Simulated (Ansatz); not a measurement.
BaIrO$_{3}$:
```xyz
5
Lattice="4.0008 0.0000 0.0000 0.0000 4.0008 0.0000 0.0000 0.0000 4.0008" Properties=species:S:1:pos:R:3 pbc="T T T"
Ir     0.0000     0.0000     0.0000
Ba     2.0004     2.0004     2.0004
O      2.0004     0.0000     0.0000
O      0.0000     2.0004     0.0000
O      0.0000     0.0000     2.0004
```

Relaxed with PBEsol. Special points in fractions of this cell's reciprocal vectors: Γ (0.000, 0.000, 0.000); X (0.000, 0.500, 0.000); M (0.500, 0.500, 0.000); R (0.500, 0.500, 0.500).

Q: List the band energies nearest the Fermi level at these points for the program Ansatz at the PBEsol level (PAW).

A: In eV from the Fermi level; about four levels below and three above (degenerate sets whole), none deeper than 8.9 eV; points with the same levels are listed once.

```tsv
k	below	above
Γ	-2.42 -2.42 -2.42 -0.39 -0.39	3.27 3.27 4.44
X	-3.12 -3.12 -0.39 -0.11 -0.11	2.29 5.30 5.82
M	-2.92 -2.92 -2.10 -0.19 -0.19	0.26 0.77 5.79
R	-5.56 -5.56 -5.56 -2.05 -2.05 -2.05	0.76 0.76 0.76
```

Space group Pm-3m (cubic perovskite). The workflow started from an entry of the Crystallography Open Database (COD). Its standing as an ambient phase is unchecked. The PBEsol relaxation kept the symmetry of its start; of distortions, only those at the zone centre were tested. The run is not spin-polarised. With an odd number of electrons in the cell and no spin polarisation, the count alone makes it a metal. Spin–orbit coupling is left out wherever it is not named.

Potentials: the later of the program's two PAW sets.
